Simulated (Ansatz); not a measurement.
Sb$_{2}$Se$_{3}$:
```
Sb2Se3
1.0
    4.04310     0.00000     0.00000
   -2.02155     3.50143     0.00000
    0.00000     0.00000    10.12586
Sb Se
2 3
Direct
  0.33333   0.66667   0.18655
  0.66667   0.33333   0.81345
  0.00000   0.00000   0.00000
  0.33333   0.66667   0.66131
  0.66667   0.33333   0.33869
```

r²SCAN (plane waves, PAW; program Ansatz) gives a gap of 0.45 eV without spin–orbit coupling, maximum on the Γ–M line, 5 % of the way from Γ, minimum at Γ.

### Question
What happens when spin–orbit coupling is switched on?

### Answer
The gap decreases by 0.10 eV, to 0.35 eV; maximum at Γ, minimum at Γ.

### Question
Give the electron effective mass with spin–orbit coupling.

### Answer
0.11, 0.11, 0.44 mₑ (principal values).

### Question
Give the hole effective mass with spin–orbit coupling.

### Answer
0.25, 3.1, 3.1 mₑ (principal values).

Space group P-3m1 (La2O3 or Ni2Al3 type). A made-up cell: these elements were put on the sites of a structure type; neither database checked (COD, Materials Project) lists it. It is not the phase usual at ambient conditions (space group No. 62). The cell was relaxed with r²SCAN under the symmetry of its start; whether a distortion lowers the energy is not shown.

Potentials: the earlier of the program's two PAW sets.
